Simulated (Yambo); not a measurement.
```
PtZn
1.0
    2.85086     0.00000     0.00000
    0.00000     2.85086     0.00000
    0.00000     0.00000     3.49456
Zn Pt
1 1
Direct
  0.50000   0.50000   0.50000
  0.00000   0.00000   0.00000
```

The geometry is that of Materials Project entry mp-894, symmetrised and not relaxed again.

Question: Where are the main features of Im ε from RPA with local fields on PBEsol bands (Yambo; 18×18×14 mesh, 51 bands, 4 Ry local-field block, 0.25 eV broadening; field along x)?

Answer: Peaks at 2.2 eV (15), heights in brackets. Only interband transitions are included: the Drude term is missing, so nothing below about 0.6 eV and no real part is shown. Structure narrower than a few tenths of an eV can come from the finite k mesh. Spin-orbit coupling is left out; for elements this heavy it splits bands near the Fermi level.
